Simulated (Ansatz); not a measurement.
A generator proposed this cell of Sn3SeS2.

```
Sn Se S
1.0
     4.22236    0.00000    0.00000
    -2.11118    3.65667    0.00000
     0.00000    0.00000   10.34262
Sn Se S
3 1 2
Direct
  0.00000 0.00000 0.00000
  0.33333 0.66667 0.66667
  0.66667 0.33333 0.33333
  0.00000 0.00000 0.50000
  0.66667 0.33333 0.83333
  0.33333 0.66667 0.16667
```

Theory: DFT PBE, scalar-relativistic, plane waves, PAW (Ansatz). Cutoff 420 eV; k points 6×6×2 on the computed 6-atom cell (Γ-centred); Gaussian smearing, width 0.10 eV; no spin polarisation.

Energies over the elements count from the elements' standard structures at the same level, with no fitted energy shifts. The references include grey tin.

**Question.** How far from equilibrium is it?

**Answer.** The pressure is -1.5 GPa (the mean over three directions, positive in compression), the largest force is 0.51 eV/Å, and the energy is −0.41 eV/atom against the elements. The shortest distance is 2.99 Å.

**Question.** Is it a good guess?

**Answer.** A good one: relaxing gains under 0.03 eV/atom in 8 ionic steps and ends at −0.416 eV/atom on the finer mesh. The symmetry stays P-3m1 (No. 164). The volume per atom shrinks by 2.6 %, from 26.6 to 25.9 Å³. The shortest distance goes from 2.99 Å (Sn–S and Sn–Se) to 2.93 Å (Sn–S). Conventional cell: a = 4.187 Å, c = 10.248 Å. Sn on a site of symmetry -3m is surrounded by 6 S at 2.93 Å; Se has 6 Sn at 3.01 Å; S has 6 Sn at 2.93 Å; 1 more site not described.

The last run used a 12×12×4 mesh (in the run's order of axes) for its 6-atom cell and Gaussian smearing of 0.02 eV. The reference forms of S and Se are held partly by dispersion forces, which this level lacks. The relaxation can't lower the symmetry of the start, and the grade says only how near the guess is to its own end. Symmetry constrained the relaxation, so the result can be a saddle point.
